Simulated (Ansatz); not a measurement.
Be₅Pt in space group F-43m (No. 216; Be on 4c, Be on 16e, Pt on 4a), the program Ansatz at the PBEsol level (PAW). The conduction-band minimum lies at W, with 6 equivalent valleys. Second derivatives d²E/dk² of the lowest band at one valley (eV·Å²), along Cartesian directions:

```json
[
 {"direction": "[100]", "d²E/dk²": "76.76"},
 {"direction": "[010]", "d²E/dk²": "0.5678"},
 {"direction": "[001]", "d²E/dk²": "76.76"},
 {"direction": "[110]", "d²E/dk²": "38.69"},
 {"direction": "[101]", "d²E/dk²": "76.76"},
 {"direction": "[011]", "d²E/dk²": "38.69"}
]
```

**Question.** Find the principal effective masses, the density-of-states mass and the conductivity mass.

**Answer.** Off-diagonal terms follow from H_xy = H[110] − (H_xx + H_yy)/2, and m*/mₑ = 7.620 eV·Å² over each eigenvalue: 0.099, 0.099, 13. One valley's DOS mass (m₁m₂m₃)^(1/3) = 0.51, conductivity mass 3/(Σ 1/mᵢ) = 0.15 mₑ.

**Question.** What effective density of states Nc follows at 300 K for parabolic valleys?

**Answer.** Nc = 2.509e19 × 6 × (0.51)^(3/2) ≈ 5.5e19 cm⁻³.

**Question.** With the computed static dielectric constant 31.9 (mean of the diagonal), estimate a hydrogenic donor's binding energy and radius.

**Answer.** E = 13.606 eV × 0.15/31.9² ≈ 2.0 meV; a = 0.529 Å × ε/m* ≈ 110 Å. Semilocal masses tend to be too small when the gap is underestimated.

The workflow started from a Materials Project entry (that database holds measured and hypothetical structures alike); the Crystallography Open Database copy checked does not list it. With Be and Pt taken as one species the cell has the higher symmetry Fd-3m, so it may be an ordered model of a mixed-site phase. Whether it is the stable phase at ambient conditions was not checked. The cell was relaxed with PBEsol under the symmetry of its start; its stability against distortions is not shown here. The run is not spin-polarised. Spin–orbit coupling is left out wherever it is not named.

Potentials: the later of the program's two PAW sets.
